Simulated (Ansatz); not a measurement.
Polymorphs of LiPd, each relaxed with DFT-PBEsol in the program Ansatz with PAW potentials:

A: CsCl type (Pm-3m)
a = b = c = 2.9391 Å, α = β = γ = 90.00°

```tsv
atom	site	symmetry	x	y	z
Li	1a	m-3m	0.0000	0.0000	0.0000
Pd	1b	m-3m	0.5000	0.5000	0.5000
```

B: P-6m2
a = b = 2.740 Å, c = 4.150 Å, α = β = 90.00°, γ = 120.00°

```tsv
atom	site	symmetry	x	y	z
Pd	1b	-6m2	0.0000	0.0000	0.5000
Li	1e	-6m2	0.6667	0.3333	0.0000
```

**Question.** Order them by energy per atom at 0 K (lowest first) at the level PBEsol.

**Answer.** B (+0 meV/atom), A (+44 meV/atom)

Standing as an ambient phase not checked: A; B. All cells were relaxed under the symmetry of their starts (and spin orders); stability against distortions was not tested throughout. Rows with no word on spin ran without spin polarisation. Scalar-relativistic: spin–orbit coupling is off unless named, which matters more the heavier the elements.

Energies hold the estimated change up to a 700 eV cutoff; steps of a few meV lie near the error of the meshes.

Potentials: the later of the program's two PAW sets.
